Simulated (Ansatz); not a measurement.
Below is a relaxed structure of VAgC4N4. The cell was found from a structure generator's guess, not taken from experiment.

All numbers below come from Ansatz 0.2.0, DFT PBE, scalar-relativistic, plane waves, PAW. Cutoff 420 eV, Γ-centred mesh, Gaussian smearing, collinear spin.

```
V Ag C N
1.0
     6.07306    0.00000    0.00000
     0.00000    6.07306    0.00000
     0.00000    0.00000    6.07306
V Ag C N
1 1 4 4
Cartesian
  3.0365 3.0365 3.0365
  0.0000 0.0000 0.0000
  1.2459 1.2459 1.2459
  1.2459 4.8272 4.8272
  4.8272 1.2459 4.8272
  4.8272 4.8272 1.2459
  1.9274 1.9274 1.9274
  1.9274 4.1457 4.1457
  4.1457 1.9274 4.1457
  4.1457 4.1457 1.9274
```

Formation energies are uncorrected and refer to the elements' standard structures at the same level (N₂ as a molecule).

Task: Find its symmetry and describe it.

Result: P-43m (No. 215). Conventional cell: a = 6.073 Å. Around V lie 4 N at 1.92 Å; Ag is surrounded by 4 C at 2.16 Å; C has 1 N at 1.18 Å and 1 Ag at 2.16 Å; N is surrounded by 1 C at 1.18 Å and 1 V at 1.92 Å.

Task: What is its formation energy per atom?

Result: +0.394 eV/atom. It can't be a ground state, since the elements alone are lower.

Task: Is it a metal?

Result: No, the gap on the 6×6×6 mesh is 1.30 eV.

Task: Which magnetic moments does it keep?

Result: 0.20 μB per atom net, the space between the atoms included; by site: V 1.3 μB.

Task: From what recipe could a structure generator have reached it?

Result: One such recipe: two interpenetrating cyanide-bridged diamond nets (P-43m, No. 215). Other recipes can lead to the same cell.

The last run used collinear spin, a 6×6×6 mesh for its 10-atom cell and Gaussian smearing of 0.02 eV. Kohn–Sham gaps at this level usually fall short of measured ones. The reference form of C is held partly by dispersion forces, which this level lacks. Another magnetic order may lie lower. A structure relaxed within its symmetry needn't be a true minimum.
